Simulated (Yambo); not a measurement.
Ba$_{2}$MgMoO$_{6}$ (space group Fm-3m, No. 225); a = 5.807 Å, b = 5.807 Å, c = 5.807 Å, α = 60.00°, β = 60.00°, γ = 60.00°. With the G0W0 scissor the direct gap on the mesh is 3.53 eV.

Task: Does this run resolve the lowest exciton, and if so, what are its energy and binding? (Yambo, PBEsol bands; 4×4×4 mesh, 17 valence and 6 conduction bands, static screening with 91 bands and a 3 Ry block, scissor 1.48 eV, Tamm-Dancoff.)

Result: The mesh holds a bound state, but the numbers are provisional. These are vertical excitations (zero momentum). The lowest state lies at 2.70 eV (dark for light along x), the direct quasiparticle gap on this mesh at 3.53 eV. Its binding energy, counted from that gap, is 0.83 eV; it spreads over about 48 k points of the mesh. Convergence with the mesh was not shown. The first optically allowed state is at 3.15 eV. The scissor comes from a G0W0 run whose convergence isn't established. Spin-orbit splittings are left out.

Geometry of the Materials Project entry, not relaxed at this level.

The structure is a Materials Project entry; no match was found in the copy of COD used, and its stability was not checked.
